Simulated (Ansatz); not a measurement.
**How much do the gradients of PtSe₂ depend on the method?**

Cell: an entry of the Crystallography Open Database (COD), its atoms then relaxed with PBE in this cell.

```cif
data_structure
_symmetry_space_group_name_H-M 'P 1'
_symmetry_Int_Tables_number 1
_cell_length_a 3.7240
_cell_length_b 3.7240
_cell_length_c 5.0620
_cell_angle_alpha 90.000
_cell_angle_beta 90.000
_cell_angle_gamma 120.000
_cell_volume 60.80
loop_
_atom_site_label
_atom_site_type_symbol
_atom_site_fract_x
_atom_site_fract_y
_atom_site_fract_z
_atom_site_occupancy
Pt1 Pt 0.00000 0.00000 0.00000 1
Se2 Se 0.33333 0.66667 0.25920 1
Se3 Se 0.66667 0.33333 0.74080 1
```

Sites (sets of like atoms) are named by element and the number of their first atom in this list.

First run. Method: Kohn–Sham DFT in Ansatz, PBE, plane waves and PAW, scalar-relativistic, 420 eV cutoff, Γ-centred 10×10×7 k-points, Fermi–Dirac smearing 0.05 eV.

| site | atom | V_zz (10²¹ V/m²) | η |
| --- | --- | --- | --- |
| Pt | 1 | 8.83 | 0.00 |
| Se | 2 | -3.00 | 0.00 |

Second run. The same atoms and settings, except that the functional is r2SCAN and the cutoff is 500 eV.

**Question.** What does the second run give?

**Answer.** 

```csv
site,atom,V_zz,η,change of V_zz
Pt,1,8.62,0.00,-0.21
Se,2,-4.71,0.00,-1.71
```

The largest change of V_zz is on Se, from -3.00 to -4.71. In per cent, |V_zz| changes by -2 on Pt, +57 on Se (all sites that start above 2).

The run finds no gap above 0.1 eV (a metal, or nearly one), so the gradients can move by 10 % or more with the k-mesh. Spin–orbit coupling is left out, which shifts gradients on Pt by a few per cent in wide-gap crystals, and can shift them far more where the calculated gap is small or absent, as here.
For the first run: At this cell the principal stresses reach 5 GPa in size with PBE, which can matter for small gradients.
For the second run: With these PAW files V_zz is typically within 2 to 3 % of all-electron values, but misses above 10 % occur on Pt.
